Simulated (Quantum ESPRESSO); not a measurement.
Mg5GaAlS8, convergence and cost over cutoff and k mesh

Computed values, not a measurement. The program is pw.x of Quantum ESPRESSO 7.5 (plane-wave density functional theory). The cell is made up: 15 atoms on a doubled zincblende/diamond lattice with one site empty, with randomly drawn elements, strain and displacements, not relaxed. PseudoDojo standard norm-conserving files (v0.5 for PBE, v0.4.1 for LDA and PBEsol) set the functional; there is no spin polarisation, spin-orbit coupling or dispersion term, and the masses in the input are unused placeholders.

Input of the run in row 4:

```
&control calculation='scf', pseudo_dir='./dojo.nc.sr.pbe.v0_5.standard.upf', outdir='./o', disk_io='low', tprnfor=.true., tstress=.true. /
&system ibrav=0, nat=15, ntyp=4, nbnd=63, ecutwfc=84.00895049, nosym=.true., tot_charge=0,
 occupations='smearing', smearing='fd', degauss=0.0018374661
/
&electrons conv_thr=7.350e-09, electron_maxstep=60, /
ATOMIC_SPECIES
Al 1.0 Al.upf
Ga 1.0 Ga.upf
Mg 1.0 Mg.upf
S 1.0 S.upf
CELL_PARAMETERS angstrom
5.6159 0.0259 -0.0289
0.0259 5.6746 -0.0073
-0.0578 -0.0145 11.4946
ATOMIC_POSITIONS angstrom
Mg 0.0428 -0.102 -0.0125
Ga 0.0628 2.6433 2.8847
Mg 2.7588 2.7773 -0.0566
Al -0.0018 -0.0063 5.8884
Mg -0.0051 2.8392 8.6422
Mg 2.8328 -0.0838 8.6328
Mg 2.8423 2.8947 5.8157
S 1.4017 1.4561 1.4949
S 1.4336 4.2517 4.2541
S 4.1469 1.2685 4.3015
S 4.131 4.3278 1.3973
S 1.3987 1.4329 7.2332
S 1.4724 4.2538 9.9079
S 4.1794 1.388 10.0625
S 4.1611 4.2548 7.1596
K_POINTS automatic
4 4 2 1 1 1
```

The same cell was run at these settings. Meshes are shifted by half a step, and differences are from the last row, which is itself not exact.

```
cutoff (eV)     k mesh  k points solved  threshold (eV)  free energy less the last row's (eV)  pressure (GPa)  largest stress difference (GPa)  largest force difference (eV/Å)  iterations  wall time (s)  k-point pools                  processor
        800  2 x 2 x 2                4           1e-04                                 4.374          -18.77                            16.08                            0.024           9             40              4  Intel Xeon, 2023 or later
       1143  1 x 1 x 1                1           1e-07                                 1.592           -1.91                             1.41                            0.184          14             91              4  Intel Xeon, 2023 or later
        775  4 x 4 x 2               16           1e-07                                 6.389          -24.72                            21.92                            0.016          13            119              4  Intel Xeon, 2023 or later
       1143  4 x 4 x 2               16           1e-07                                 0.004           -2.87                             0.01                            0.005          13            253              4  Intel Xeon, 2023 or later
       1437  6 x 6 x 4               72           1e-07                                 0.000           -2.87                             0.00                            0.000          13           1314              4  Intel Xeon, 2023 or later
```

Each pool is one process. Wall times include start-up and a band step at six k points, which weighs most on the coarsest meshes. The runs were on shared virtual cores whose load varied, so times are rough.